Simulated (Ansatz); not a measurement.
Ru (hcp (Mg type), P6_3/mmc) under volume change, the program Ansatz at the LDA level (PAW), shape and atoms relaxed at each volume.

```csv
V (Å³/atom),E − E(relaxed) (meV/atom),P (GPa)
11.911,145.2,43.21
12.304,60.6,26.26
12.697,14.3,12.00
13.090,0.0,-0.01
13.482,12.7,-10.10
13.875,48.2,-18.57
14.268,102.6,-25.65
```

**Question.** What does a third-order Birch–Murnaghan fit give for V₀, B₀ and B′?

**Answer.** V₀ = 13.09 Å³/atom, B₀ = 366 GPa, B′ = 4.8.

Symmetry was held in the LDA relaxation. No spin polarisation was allowed.

Potentials: the later of the program's two PAW sets.
